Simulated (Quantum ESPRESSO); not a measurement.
ZnAlGaO4, finding a planted mistake in a log

Computed values, not a measurement. The program is pw.x of Quantum ESPRESSO 7.5 (plane-wave density functional theory). The cell is made up: 7 atoms on a zincblende/diamond lattice with one site empty, with randomly drawn elements, strain and displacements, not relaxed. PseudoDojo standard norm-conserving files (v0.5 for PBE, v0.4.1 for LDA and PBEsol) set the functional; there is no spin polarisation, spin-orbit coupling or dispersion term, and the masses in the input are unused placeholders.

Intended input:

```
&control calculation='scf', pseudo_dir='./dojo.nc.sr.pbe.v0_5.standard.upf', outdir='./o', disk_io='medium', tprnfor=.true., tstress=.true. /
&system ibrav=0, nat=7, ntyp=4, nbnd=36, ecutwfc=84.00895049, nosym=.true., tot_charge=0,
 occupations='smearing', smearing='fd', degauss=0.0018374661
/
&electrons conv_thr=7.350e-09, electron_maxstep=60, /
ATOMIC_SPECIES
Al 1.0 Al.upf
Ga 1.0 Ga.upf
O 1.0 O.upf
Zn 1.0 Zn.upf
CELL_PARAMETERS angstrom
4.5457 0.0897 -0.0822
0.0897 4.589 -0.0545
-0.0822 -0.0545 4.6518
ATOMIC_POSITIONS angstrom
Zn -0.0741 -0.0851 -0.0538
Al 2.3725 -0.0268 2.122
Ga 2.3157 2.401 -0.0829
O 1.2385 1.2283 1.1302
O 1.1288 3.5087 3.517
O 3.4063 1.054 3.3547
O 3.4706 3.502 1.0175
K_POINTS automatic
4 4 4 1 1 1
```

The log is shortened where brackets say so; the opening notice, blank lines, dates and the lines on written files are dropped, and the path of the files is cut. It prints rydbergs, bohrs and kilobars, and counts compression as positive stress. Where no state is partly filled, the Fermi energy that it prints is only some level between the filled and the empty states on the mesh, and need not lie in the true gap.

Log of the intended run:

```
     Program PWSCF v.7.5
     Parallel version (MPI & OpenMP), running on       1 processor cores
     Number of MPI processes:                 1
     Threads/MPI process:                     1
     [start-up lines left out]
     bravais-lattice index     =            0
     lattice parameter (alat)  =       8.5932  a.u.
     unit-cell volume          =     654.2944 (a.u.)^3
     number of atoms/cell      =            7
     number of atomic types    =            4
     number of electrons       =        60.00
     number of Kohn-Sham states=           36
     kinetic-energy cutoff     =      84.0090  Ry
     charge density cutoff     =     336.0358  Ry
     scf convergence threshold =      7.3E-09
     mixing beta               =       0.7000
     number of iterations used =            8  plain     mixing
     Exchange-correlation= PBE
                           (   1   4   3   4   0   0   0)
     [axes and pseudopotential details left out]
   Cartesian axes
     site n.     atom                  positions (alat units)
         1        Zn     tau(   1) = (  -0.0162953  -0.0187143  -0.0118311  )
         2        Al     tau(   2) = (   0.5217350  -0.0058936   0.4666477  )
         3        Ga     tau(   3) = (   0.5092441   0.5280024  -0.0182305  )
         4        O      tau(   4) = (   0.2723577   0.2701147   0.2485416  )
         5        O      tau(   5) = (   0.2482337   0.7715960   0.7734212  )
         6        O      tau(   6) = (   0.7490773   0.2317845   0.7377299  )
         7        O      tau(   7) = (   0.7632174   0.7701226   0.2237578  )
     number of k points=    32  Fermi-Dirac smearing, width (Ry)=  0.0018
                       cart. coord. in units 2pi/alat
        k(    1) = (   0.1248948   0.1229181   0.1258398), wk =   0.0625000
        k(    2) = (   0.1292604   0.1257365   0.3703353), wk =   0.0625000
     [further k points left out]
     Dense  grid:    68131 G-vectors     FFT dimensions: (  54,  54,  54)
     Estimated max dynamical RAM per process >      88.69 MB
     Initial potential from superposition of free atoms
     starting charge      59.9947, renormalised to      60.0000
     Starting wfcs are   39 randomized atomic wfcs
     total cpu time spent up to now is        8.7 secs
     per-process dynamical memory:    57.8 Mb
     Self-consistent Calculation
     iteration #  1     ecut=    84.01 Ry     beta= 0.70
     Davidson diagonalization with overlap
     ethr =  1.00E-02,  avg # of iterations =  3.0
     total cpu time spent up to now is       27.8 secs
     total energy              =    -707.33738588 Ry
     estimated scf accuracy    <       1.83559294 Ry
     iteration #  2     ecut=    84.01 Ry     beta= 0.70
     Davidson diagonalization with overlap
     ethr =  3.06E-03,  avg # of iterations =  2.4
     total cpu time spent up to now is       46.2 secs
     total energy              =    -707.72692175 Ry
     estimated scf accuracy    <       2.76370717 Ry
     [iterations 3 to 10 left out]
     iteration # 11     ecut=    84.01 Ry     beta= 0.70
     Davidson diagonalization with overlap
     ethr =  5.50E-10,  avg # of iterations =  2.0
     total cpu time spent up to now is      225.1 secs
     total energy              =    -708.22575981 Ry
     estimated scf accuracy    <          8.9E-09 Ry
     iteration # 12     ecut=    84.01 Ry     beta= 0.70
     Davidson diagonalization with overlap
     ethr =  1.49E-11,  avg # of iterations =  2.6
     total cpu time spent up to now is      245.9 secs
     End of self-consistent calculation
     [lines on levels left out]
     the Fermi energy is     6.1514 ev
!    total energy              =    -708.22575981 Ry
     estimated scf accuracy    <          2.9E-09 Ry
     smearing contrib. (-TS)   =       0.00000000 Ry
     internal energy E=F+TS    =    -708.22575981 Ry
     The total energy is F=E-TS. E is the sum of the following terms:
     one-electron contribution =    -535.97618915 Ry
     hartree contribution      =     297.80679474 Ry
     xc contribution           =    -122.34687282 Ry
     ewald contribution        =    -347.70949258 Ry
     convergence has been achieved in  12 iterations
     Forces acting on atoms (cartesian axes, Ry/au):
     atom    1 type  4   force =     0.01705543    0.03991141    0.03992127
     atom    2 type  1   force =    -0.04259224    0.07310555    0.05573856
     atom    3 type  2   force =    -0.01677505   -0.05495282   -0.01703266
     atom    4 type  3   force =     0.07697078   -0.04760117   -0.00844718
     atom    5 type  3   force =     0.12820109   -0.02626027   -0.06092725
     atom    6 type  3   force =    -0.10535577    0.01273255   -0.02159939
     atom    7 type  3   force =    -0.05750424    0.00306475    0.01234665
     Total force =     0.248254     Total SCF correction =     0.000093
     Computing stress (Cartesian axis) and pressure
          total   stress  (Ry/bohr**3)                   (kbar)     P=     -113.73
  -0.00068678  -0.00022088   0.00005651         -101.03      -32.49        8.31
  -0.00022088  -0.00081391   0.00009563          -32.49     -119.73       14.07
   0.00005651   0.00009563  -0.00081875            8.31       14.07     -120.44
     init_run     :      7.95s CPU      8.44s WALL (       1 calls)
     electrons    :    227.57s CPU    237.18s WALL (       1 calls)
     forces       :      3.11s CPU      3.16s WALL (       1 calls)
     stress       :     11.58s CPU     11.66s WALL (       1 calls)
     [timing details left out]
     PWSCF        :   4m10.54s CPU   4m20.94s WALL
     JOB DONE.
```

A second run was made from an input with one planted mistake. Its log:

```
     Program PWSCF v.7.5
     Parallel version (MPI & OpenMP), running on       1 processor cores
     Number of MPI processes:                 1
     Threads/MPI process:                     1
     [start-up lines left out]
     bravais-lattice index     =            0
     lattice parameter (alat)  =       8.5932  a.u.
     unit-cell volume          =     654.2944 (a.u.)^3
     number of atoms/cell      =            7
     number of atomic types    =            4
     number of electrons       =        61.00
     number of Kohn-Sham states=           37
     kinetic-energy cutoff     =      84.0090  Ry
     charge density cutoff     =     336.0358  Ry
     scf convergence threshold =      7.3E-09
     mixing beta               =       0.7000
     number of iterations used =            8  plain     mixing
     Exchange-correlation= PBE
                           (   1   4   3   4   0   0   0)
     [axes and pseudopotential details left out]
   Cartesian axes
     site n.     atom                  positions (alat units)
         1        Zn     tau(   1) = (  -0.0162953  -0.0187143  -0.0118311  )
         2        Al     tau(   2) = (   0.5217350  -0.0058936   0.4666477  )
         3        Ga     tau(   3) = (   0.5092441   0.5280024  -0.0182305  )
         4        O      tau(   4) = (   0.2723577   0.2701147   0.2485416  )
         5        O      tau(   5) = (   0.2482337   0.7715960   0.7734212  )
         6        O      tau(   6) = (   0.7490773   0.2317845   0.7377299  )
         7        O      tau(   7) = (   0.7632174   0.7701226   0.2237578  )
     number of k points=    32  Fermi-Dirac smearing, width (Ry)=  0.0018
                       cart. coord. in units 2pi/alat
        k(    1) = (   0.1248948   0.1229181   0.1258398), wk =   0.0625000
        k(    2) = (   0.1292604   0.1257365   0.3703353), wk =   0.0625000
     [further k points left out]
     Dense  grid:    68131 G-vectors     FFT dimensions: (  54,  54,  54)
     Estimated max dynamical RAM per process >      89.35 MB
     Initial potential from superposition of free atoms
     starting charge      59.9947, renormalised to      61.0000
     Starting wfcs are   39 randomized atomic wfcs
     total cpu time spent up to now is        5.5 secs
     per-process dynamical memory:    68.4 Mb
     Self-consistent Calculation
     iteration #  1     ecut=    84.01 Ry     beta= 0.70
     Davidson diagonalization with overlap
     ethr =  1.00E-02,  avg # of iterations =  3.5
     total cpu time spent up to now is       23.8 secs
     total energy              =    -706.29908128 Ry
     estimated scf accuracy    <       2.41936659 Ry
     iteration #  2     ecut=    84.01 Ry     beta= 0.70
     Davidson diagonalization with overlap
     ethr =  3.97E-03,  avg # of iterations =  2.1
     total cpu time spent up to now is       41.5 secs
     total energy              =    -707.02633976 Ry
     estimated scf accuracy    <       3.38291180 Ry
     [iterations 3 to 10 left out]
     iteration # 11     ecut=    84.01 Ry     beta= 0.70
     Davidson diagonalization with overlap
     ethr =  1.76E-10,  avg # of iterations =  2.0
     total cpu time spent up to now is      185.4 secs
     total energy              =    -707.63303773 Ry
     estimated scf accuracy    <       0.00000005 Ry
     iteration # 12     ecut=    84.01 Ry     beta= 0.70
     Davidson diagonalization with overlap
     ethr =  8.15E-11,  avg # of iterations =  2.0
     total cpu time spent up to now is      197.6 secs
     End of self-consistent calculation
     [lines on levels left out]
     the Fermi energy is     8.7252 ev
!    total energy              =    -707.63303774 Ry
     estimated scf accuracy    <          2.9E-09 Ry
     smearing contrib. (-TS)   =      -0.00000010 Ry
     internal energy E=F+TS    =    -707.63303764 Ry
     The total energy is F=E-TS. E is the sum of the following terms:
     one-electron contribution =    -535.02597234 Ry
     hartree contribution      =     298.26138290 Ry
     xc contribution           =    -123.15895562 Ry
     ewald contribution        =    -347.70949258 Ry
     convergence has been achieved in  12 iterations
     Forces acting on atoms (cartesian axes, Ry/au):
     atom    1 type  4   force =     0.01576756    0.03724314    0.04717167
     atom    2 type  1   force =    -0.03913907    0.06127227    0.04571034
     atom    3 type  2   force =    -0.01136670   -0.04617342   -0.01490350
     atom    4 type  3   force =     0.06059596   -0.05654901    0.00602343
     atom    5 type  3   force =     0.10384755   -0.01381581   -0.07103287
     atom    6 type  3   force =    -0.09232991    0.00274631   -0.04209552
     atom    7 type  3   force =    -0.03737540    0.01527652    0.02912645
     Total force =     0.222328     Total SCF correction =     0.000152
     Computing stress (Cartesian axis) and pressure
          total   stress  (Ry/bohr**3)                   (kbar)     P=      146.62
   0.00105257  -0.00018812  -0.00003133          154.84      -27.67       -4.61
  -0.00018812   0.00098529   0.00009472          -27.67      144.94       13.93
  -0.00003133   0.00009472   0.00095218           -4.61       13.93      140.07
     init_run     :      5.31s CPU      5.43s WALL (       1 calls)
     electrons    :    185.42s CPU    192.05s WALL (       1 calls)
     forces       :      1.62s CPU      1.63s WALL (       1 calls)
     stress       :      6.56s CPU      6.61s WALL (       1 calls)
     [timing details left out]
     PWSCF        :   3m19.04s CPU   3m25.94s WALL
     JOB DONE.
```

Question: what was wrong in the second input?

Answer: the cell has the wrong charge. The input lines that differ, file-writing options aside:

```
- &system ibrav=0, nat=7, ntyp=4, nbnd=36, ecutwfc=84.00895049, nosym=.true., tot_charge=0,
+ &system ibrav=0, nat=7, ntyp=4, nbnd=37, ecutwfc=84.00895049, nosym=.true., tot_charge=-1,
```

|  | intended run | run with the mistake |
| --- | --- | --- |
| free energy (eV) | -9635.902 | -9627.838 |
| smearing term -TS (eV) | 0.0000 | 0.0000 |
| pressure (GPa) | -11.37 | 14.66 |
| largest force component (eV/Å) | 3.296 | 2.670 |
| largest change of a force component (eV/Å) |  | 0.626 |
| iterations | 12 | 12 |

For scale, a rerun of the intended cell at 1437 eV and a 6 x 6 x 6 mesh moved values by no more than 0.002 eV in energy, 0.03 GPa in stress and 0.002 eV/Å in force. The charged cell sits in a uniform background, so its energy and stress rest on the program's zero of potential. The number of bands, nbnd, was set by rule from the electron count and the smearing, so it follows the mistake.